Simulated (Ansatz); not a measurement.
The elements of this relaxed trial crystal are hidden behind letters.

```
lattice vectors (Å)
   6.4560    0.0000    0.0000
  -3.2280    5.5911    0.0000
   0.0000    0.0000    4.1507
fractional positions
X 0.3333 0.6667 0.0000
X 0.6667 0.3333 0.0000
Z 0.0000 0.0000 0.0000
```

All numbers below come from DFT PBE, scalar-relativistic, plane waves, PAW (Ansatz 0.2.0). Cutoff 420 eV, Γ-centred 12×12×12 mesh (3-atom cell), Gaussian smearing of 0.10 eV, no spin polarisation.

```
Space group                                 : P6/mmm (No. 191)
Conventional cell                           : a = 6.456 Å, c = 4.151 Å
Volume per atom                             : 49.94 Å³
Density                                     : 2.83 g/cm³
Formation energy                            : −0.38 eV/atom
Gap on the 12×12×12 mesh of the 3-atom cell : 0 eV (a metal)
```

Energies are uncorrected and count from the elements' standard states at the same level.

**Question.** X is an s-block element of period 5 and Z is a p-block element of period 4. Which elements are they?

**Answer.** X = Sr, Z = Br, so the formula is Sr2Br. Density times volume gives a mean mass of 2.83 × 49.94/1.6605 = 85.1 u per atom, and this set has 85.0 u. Around Sr lie 3 Br at 3.73 Å, 3 Sr at 3.73 Å and 2 Sr at 4.15 Å; Br is surrounded by 6 Sr at 3.73 Å and 2 Br at 4.15 Å. Other sets within the hints have nearly the same mass, so mass alone doesn't settle it; this one was computed.

An odd number of electrons in the primitive cell allows no gap without spin; a larger cell or a magnetic state could open one. The cell is a metal run without spin; a magnetic state may lie lower. A structure relaxed within its symmetry needn't be a true minimum.
